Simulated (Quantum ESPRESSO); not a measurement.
How field gradients follow strain in HfO2 (P4₂/nmc)

```
CELL_PARAMETERS angstrom
      3.55802     0.00000     0.00000
      0.00000     3.55802     0.00000
      0.00000     0.00000     5.17186
ATOMIC_POSITIONS crystal
  Hf 0.50000 0.50000 0.50000
  Hf 0.00000 0.00000 0.00000
  O  0.00000 0.50000 0.69721
  O  0.00000 0.50000 0.19721
  O  0.50000 0.00000 0.80279
  O  0.50000 0.00000 0.30279
```
Geometry: a computed entry of the Materials Project; it was not checked against measured cells. It is HfO2 in P4₂/nmc. Stability against distortions was not tested. The run has no spin polarisation.

Isotropic strain: all lattice vectors are scaled together, so the volume changes by about three times as much; fractional positions kept.

Method: field gradients by a PBE PAW density (pw.x of a modified build of Quantum ESPRESSO, JTH datasets) with the all-electron reconstruction of Petrilli and co-workers, 22.5 Ha, k-mesh 6×6×5 through Γ. Values are those of the named site's first atom. Cores are frozen. Against all-electron runs on small test molecules, this scheme's |Vzz| missed by −2 to +6 % on O. Hf had no test against all-electron runs. Spin–orbit coupling is left out, a limit on Hf.

| lattice scale factor | Vzz Hf (a.u.) | Vzz O (a.u.) |
|---|---|---|
| 0.98 | 1.482 | 0.137 |
| 0.99 | 1.426 | 0.120 |
| 1 | 1.372 | 0.104 |
| 1.01 | 1.320 | 0.087 |
| 1.02 | 1.270 | 0.071 |
